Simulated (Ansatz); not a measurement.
Re in space group P-6m2 (No. 187; Pearson symbol hP8) under volume change, DFT-r²SCAN in the program Ansatz with PAW potentials, shape and atoms relaxed at each volume.

| V (Å³/atom) | E − E(relaxed) (meV/atom) | P (GPa) |
|---|---|---|
| 13.371 | 171.1 | 45.04 |
| 13.812 | 71.9 | 27.59 |
| 14.253 | 17.0 | 12.69 |
| 14.694 | 0.0 | 0.00 |
| 15.135 | [?] | [?] |
| 15.576 | [?] | [?] |
| 16.016 | 123.6 | -27.67 |

**Question.** Complete the blanks.

**Answer.** 
- 15.135, E − E(relaxed) (meV/atom): 15.2
- 15.135, P (GPa): -10.78
- 15.576, E − E(relaxed) (meV/atom): 57.8
- 15.576, P (GPa): -19.92

**Question.** What does a third-order Birch–Murnaghan fit give for V₀, B₀ and B′?

**Answer.** V₀ = 14.69 Å³/atom, B₀ = 388 GPa, B′ = 4.4.

The start of the workflow was typed in or built on a structure type; neither database checked (COD, Materials Project) lists it. It is not the phase usual at ambient conditions (space group No. 194). The cell was relaxed with r²SCAN under the symmetry of its start; its stability against distortions is not shown here. The run is not spin-polarised. Spin–orbit coupling is left out wherever it is not named.

Potentials: the earlier of the program's two PAW sets.
